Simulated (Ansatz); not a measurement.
Input file for Ansatz (a first-principles code):

Ansatz 0.2 input:
```yaml
crystal:
  lattice:
    - [-1.680370204, 1.680370204, 6.4062280178]
    - [1.680370204, -1.680370204, 6.4062280178]
    - [1.680370204, 1.680370204, -6.4062280178]
  atoms:
    - { symbol: Pd, position: [0.0, 0.0, 0.0] }
    - { symbol: Bi, position: [0.3633619839, 0.3633619839, 0.0] }
    - { symbol: Bi, position: [0.6366380161, 0.6366380161, 0.0] }
kpoints:
  mp_grid: { grid: [17, 17, 17] }
hamiltonian:
  xc: pbesol
  pseudopotentials: { kind: paw }
scf:
  occupations: { method: fermi_dirac, width: 0.1 }
phonons:
  method: dfpt
  response_accuracy: low
  eigenvectors: true
  rigid_motions: translations
```

Output (shortened):

```
Pseudopotential: Pd, paw, valence charge 18
Pseudopotential: Bi, paw, valence charge 15
Functional definition: PBEsol
Crystal: 3 atoms, lattice volume = 72.356 Å³
Basis set: ecut = 420 eV, 1425 PW (Γ), exchange–correlation on 96×96×96 points (8 copies of the dense FFT grid, shifted against one another)
Bands: 29, of which v1, the nominal top of the filled ones, is band 24 counted from 1 (23 counted from 0)
Symmetry: 16 space group operations
k-points: 729 of 4913 (irreducible under 4 space group operations, time reversal used)
SCF iter   1: F=—  HF=-31391.387981 eV  |F-HF|=—  |Δ(HF+E_count)|=         —  Δρ=7.90e-3  dr2=6.85e-2  ethr=1.77e-3  ⟨swp⟩=6.3  Hψ=86200  notcnv=0
preconditioner: auto → Kerker (q_TF=auto, 2.548 Å⁻¹)
SCF iter   2: F=—  HF=-31391.380807 eV  |F-HF|=—  |Δ(HF+E_count)|=   7.17e-3  Δρ=2.94e-3  dr2=1.23e-2  ethr=1.43e-4  ⟨swp⟩=1.1  Hψ=27062  notcnv=0
SCF iter   3: F=—  HF=-31391.379311 eV  |F-HF|=—  |Δ(HF+E_count)|=   1.50e-3  Δρ=7.22e-4  dr2=1.17e-3  ethr=2.57e-5  ⟨swp⟩=1.7  Hψ=22244  notcnv=0
SCF iter   4: F=—  HF=-31391.379134 eV  |F-HF|=—  |Δ(HF+E_count)|=   1.77e-4  Δρ=1.56e-4  dr2=6.31e-5  ethr=2.45e-6  ⟨swp⟩=2.0  Hψ=24047  notcnv=0
SCF iter   5: F=—  HF=-31391.379125 eV  |F-HF|=—  |Δ(HF+E_count)|=   8.92e-6  Δρ=4.46e-5  dr2=4.58e-6  ethr=1.31e-7  ⟨swp⟩=2.0  Hψ=27408  notcnv=0
SCF iter   6: F=—  HF=-31391.379155 eV  |F-HF|=—  |Δ(HF+E_count)|=   2.97e-5  Δρ=1.11e-5  dr2=1.70e-7  ethr=9.54e-9  ⟨swp⟩=2.0  Hψ=26003  notcnv=0
SCF iter   7: F=—  HF=-31391.379155 eV  |F-HF|=—  |Δ(HF+E_count)|=   2.61e-8  Δρ=3.56e-6  dr2=1.27e-8  ethr=3.54e-10  ⟨swp⟩=2.2  Hψ=34992  notcnv=0
SCF iter   8: F=—  HF=-31391.379155 eV  |F-HF|=—  |Δ(HF+E_count)|=   2.94e-9  Δρ=9.81e-7  dr2=1.22e-9  ethr=2.65e-11  ⟨swp⟩=2.1  Hψ=28991  notcnv=0
SCF iter  10: F=-31391.379155 eV  HF=-31391.379155 eV  |F-HF|=3.64e-12  |Δ(HF+E_count)|=  1.09e-11  Δρ=5.13e-8  dr2=1.88e-12  ethr=1.00e-12  ⟨swp⟩=6.2  Hψ=101879  notcnv=0
the search or the solves at the SCF's close seem to have found levels that the self-consistency loop had missed (the run counts 1) …
SCF 1 converged in 10 iterations: F = -31391.379155 eV  dr2 = 1.88e-12
DFPT response loops at Γ: preconditioner auto → Kerker (q_TF=auto, 2.548 Å⁻¹) (partly filled bands, converged f_vac=0.000) …
SCF converged after 10 iterations
Free energy (F): -31391.379155 eV
Harris-Foulkes:  -31391.379155 eV  (|F-HF|=3.64e-12)
Internal energy: -31391.338224 eV  (E = F + TS)
E sigma→0 (E₀):  -31391.358689 eV
Entropy (-TS):   -0.040931 eV (-13.644 meV/atom)
Fermi energy:    14.530366 eV
--- Per-component energies (eV) ---
  E_band       = -332.004589
  E_kinetic    = 1121.772944
  E_local      = -5430.094667  (includes V_loc(G=0)·N_el)
  E_nonlocal   = 1344.724320
  E_hartree    = 2019.423711
  E_xc         = -469.569983
  E_vxc        = -501.216336  (∫ρ·V_xc dr)
  E_paw        = -24705.133077  (= ΣΔE_a)
  E_vpaw       = -906.037508  (= ΣTr[D̂ρ^β])
  E_aug_tail   = -0.000738  (compensation charges beyond the density's cutoff)
  E_ewald      = -5272.942763
  E_core_change = 0.482029  (= ΣΔE_core)
  E_smearing   = -0.040931  (= −TS)
  E_closure    = 0.000000  (closes the sum)
  Σ components = -31391.379155   (vs F -31391.379155, Δ=0.00e0)
  [band-id]    e_kinetic+e_local+e_nonlocal+2·e_hartree+e_vxc+e_vpaw+e_augmentation_tail = -332.004563   (vs E_band -332.004589, Δ=2.64e-5)
--- Band table (eV; the first three rows and the last of 729) ---
  k-point 0: bands = ["-70.1311", "-35.9114", "-35.8972", "-35.8972", "-8.6993", "-8.6896", "-8.6187", "-8.5546", "-8.5007", "-8.5007", "-8.4808", "-8.4808", "-8.4605", "-8.4477", "0.8269", "2.8475", "8.1321", "10.5477", "11.2800", "11.2800", "11.7107", …
  k-point 1: bands = ["-70.1310", "-35.9112", "-35.8979", "-35.8979", "-8.6886", "-8.6792", "-8.6147", "-8.5502", "-8.5033", "-8.5006", "-8.4861", "-8.4827", "-8.4642", "-8.4523", "0.9144", "2.9055", "8.2380", "10.5696", "11.2292", "11.3109", "11.7129", …
  k-point 2: bands = ["-70.1309", "-35.9109", "-35.9000", "-35.8999", "-8.6577", "-8.6492", "-8.6035", "-8.5381", "-8.5107", "-8.5005", "-8.5002", "-8.4879", "-8.4750", "-8.4653", "1.1736", "3.0783", "8.5442", "10.6340", "11.0761", "11.4053", "11.6285", …
  k-point 728: bands = ["-70.1311", "-35.9113", "-35.8980", "-35.8972", "-8.6992", "-8.6793", "-8.6266", "-8.5412", "-8.5222", "-8.5195", "-8.4641", "-8.4638", "-8.4573", "-8.4530", "1.6296", "1.6790", "10.0619", "10.5572", "11.1583", "11.3326", "11.8566", …
--- Phonons (Γ-DFPT): 4 representative perturbations + reference, on 729 of 4913 k-points (Σ response iterations 11) ---
  ASR residual: 5.187e-4 → 0.000e0 eV/Å²; symmetrization residual: 3.243e-4 eV/Å²
  ASR residual per site (eV/Å²): 3.26e-4 5.19e-4 5.19e-4
  Γ frequencies (cm⁻¹): 0.00 0.00 0.00 41.57 41.57 85.08 85.08 96.71 104.66
  non-analytic LO–TO correction: not included (Born effective charges unavailable; polar crystals: no LO–TO splitting at Γ)
```

Cost: roughly 19 core-minutes on shared cores.

Space group I4/mmm (MoSi2 or CaC2 type). The workflow started from an entry of the Crystallography Open Database (COD), which files this formula under 2 space groups. Whether it is the stable phase at ambient conditions was not checked. Symmetry was held in the PBEsol relaxation; of distortions, only those at the zone centre were tested. The run is not spin-polarised. As this level gives no gap, phonon frequencies hold no LO–TO term and depend on the k-mesh and smearing (Fermi–Dirac, 0.1 eV here). Scalar-relativistic: spin–orbit coupling is off unless named, which matters more the heavier the elements.

Potentials: the later of the program's two PAW sets.

Ansatz is a plane-wave DFT program.
